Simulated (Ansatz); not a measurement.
PbS:
```yaml
crystal:
  lattice:
    - [4.22525, 0.00000, 0.00000]
    - [0.00000, 5.97135, 0.00000]
    - [0.00000, 0.00000, 4.22526]
  atoms:
    - { symbol: Pb, position: [0.50000, 0.50000, 0.24994] }
    - { symbol: Pb, position: [0.00000, 0.00000, 0.75006] }
    - { symbol: S, position: [0.00000, 0.50000, 0.75009] }
    - { symbol: S, position: [0.50000, 0.00000, 0.24991] }
```

Relaxed with r²SCAN. Special points in fractions of this cell's reciprocal vectors: Γ (0.000, 0.000, 0.000); X (0.500, 0.000, 0.000); S (0.500, 0.500, 0.000); Y (0.000, 0.500, 0.000); Z (0.000, 0.000, 0.500); U (0.500, 0.000, 0.500); R (0.500, 0.500, 0.500); T (0.000, 0.500, 0.500).

List the band energies nearest the valence-band maximum at these points for plane-wave PAW r²SCAN (Ansatz code).

In eV from the valence-band maximum; about four levels below and three above (degenerate sets whole), none deeper than 8.9 eV; points with the same levels are listed once.

| k | below | above |
|---|---|---|
| Γ | -3.46 -3.46 -2.22 -2.21 -2.21 | 4.24 5.50 5.50 |
| X | -1.94 -1.94 -0.79 -0.79 | 1.73 1.73 2.70 2.70 |
| S | -1.83 -1.83 -1.83 -1.83 0.00 0.00 | 0.69 0.69 2.24 2.24 2.24 2.24 |
| Y | -2.86 -2.86 -2.86 -2.86 -1.71 -1.71 | 2.71 2.71 5.14 5.14 |
| U | -3.46 -3.46 -3.46 -3.46 | 4.24 4.24 5.94 5.94 |
| R | -4.42 -4.42 -4.42 -4.42 -1.05 -1.05 | 2.49 2.49 5.01 5.01 5.01 5.01 |

Space group Fm-3m (rock salt). The r²SCAN relaxation kept the symmetry of its start; of distortions, only those at the zone centre were tested. Point labels and valley counts follow the cell and symmetry of the run, lower than the named group. Spin–orbit coupling is left out wherever it is not named.

Potentials: the later of the program's two PAW sets.
